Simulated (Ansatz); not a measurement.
## CsPbBr3: a film clamped to a substrate

Method: DFT PBEsol, scalar-relativistic, plane waves, PAW in Ansatz. The runs took a 420 eV cutoff, a Γ-centred 6×6×6 mesh and Gaussian smearing (0.05 eV). Spin–orbit coupling is left out, which matters for the heavy elements here. No spin polarisation. Energies are free energies at this smearing, counted from the undisturbed cell; pressure is positive in compression.

Reference structure (as given, not relaxed at this level; it stands at 0.0 GPa, and it needn't be the usual structure):

```
Cs Pb Br
1.0
     5.87000    0.00000    0.00000
     0.00000    5.87000    0.00000
     0.00000    0.00000    5.87000
Cs Pb Br
1 1 3
Direct
  0.00000 0.00000 0.00000
  0.50000 0.50000 0.50000
  0.00000 0.50000 0.50000
  0.50000 0.00000 0.50000
  0.50000 0.50000 0.00000
```

The cell (5 atoms, V0 = 202.26 Å³) is strained by p along both x and y and by q along z, fractional coordinates fixed. τp = (1/V0) ∂E/∂p = (σxx + σyy)(1 + p)(1 + q) and τq = (1/V0) ∂E/∂q = σzz(1 + p)², with tension positive.

```
     p q  ΔE (meV/atom)  τp (GPa)  τq (GPa)
 0.000   0.000           0.00     -0.05     -0.02
-0.015   0.000           3.70     -1.96     -0.22
 0.015   0.000           2.96      1.56      0.17
 0.000  -0.015           1.66     -0.24     -0.88
 0.000   0.015           1.30      0.14      0.69
```

Question: Get the second derivatives of the energy density.

Answer: Central differences give A = ∂τp/∂p = 117 GPa (C11 + C22 + 2 C12), C = ∂τq/∂q = 52 GPa (C33) and the cross term B = ∂τq/∂p = 12.8 GPa (C13 + C23); ∂τp/∂q = 12.8 GPa must equal B, and any difference shows higher-order terms. The ions are clamped. In a cubic crystal C11 = C = 52, C12 = B/2 = 6.4 GPa and A should be 2(C11 + C12) = 117 GPa; the bulk modulus is (C11 + 2 C12)/3 = 21.7 GPa.

Question: A film of this crystal grows with z along the normal on a substrate that imposes p. How does its thickness respond, and what does the misfit cost?

Answer: Count p and q from the stress-free cell. A free surface needs τq = 0, so q = −(B/C) p = -0.25 p. The energy density left is (A − B²/C) p²/2 = M p², with the biaxial modulus M = 57 GPa; a misfit of 1 % costs 1.44 meV/atom, against 1.48 meV/atom if the thickness were held.

At p = -0.030 the energies along q are 25.3 (q = -0.030), 18.5 (q = -0.015), 15.3 (q = 0.000), 15.1 (q = 0.015), 17.5 (q = 0.030) meV/atom.

Question: Does the linear rule hold at this misfit?

Answer: A parabola through the lowest point and its neighbours has its minimum at q = 0.009, 14.9 meV/atom. With the stress left in the starting cell, τp0 and τq0, linear elasticity gives q = −(τq0 + Bp)/C = 0.008 and E = V0(τp0 p + τq0 q + Ap²/2 + Bpq + Cq²/2)/N = 13.3 meV/atom. The energies differ by more than a tenth, so the quadratic law fails here: the gap holds the anharmonic part, with some error from the wide steps. Cubic terms also shift the vertex of so wide a parabola.

Symmetry holds off the tilts and polar distortions that many cubic perovskites undergo.